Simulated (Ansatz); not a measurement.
Mg (bcc (W type), Im-3m) under volume change, PBEsol (plane waves, PAW; program Ansatz), scaled uniformly.

```json
[
 {"V (Å³/atom)": "20.463", "E − E(relaxed) (meV/atom)": "24.1", "P (GPa)": "4.13"},
 {"V (Å³/atom)": "21.137", "E − E(relaxed) (meV/atom)": "10.1", "P (GPa)": "2.54"},
 {"V (Å³/atom)": "21.812", "E − E(relaxed) (meV/atom)": "2.4", "P (GPa)": "1.17"},
 {"V (Å³/atom)": "22.487", "E − E(relaxed) (meV/atom)": "0.0", "P (GPa)": "0.00"},
 {"V (Å³/atom)": "23.161", "E − E(relaxed) (meV/atom)": "2.2", "P (GPa)": "-1.01"},
 {"V (Å³/atom)": "23.836", "E − E(relaxed) (meV/atom)": "8.3", "P (GPa)": "-1.87"},
 {"V (Å³/atom)": "24.510", "E − E(relaxed) (meV/atom)": "17.8", "P (GPa)": "-2.61"}
]
```

Question: What does a third-order Birch–Murnaghan fit give for V₀, B₀ and B′?

Answer: V₀ = 22.49 Å³/atom, B₀ = 36.1 GPa, B′ = 4.0.

The workflow started from a Materials Project entry (that database holds measured and hypothetical structures alike); the Crystallography Open Database copy checked does not list it. It is not the phase usual at ambient conditions (space group No. 194). Symmetry was held in the PBEsol relaxation. At this level the phase is mechanically unstable.

Potentials: the earlier of the program's two PAW sets.
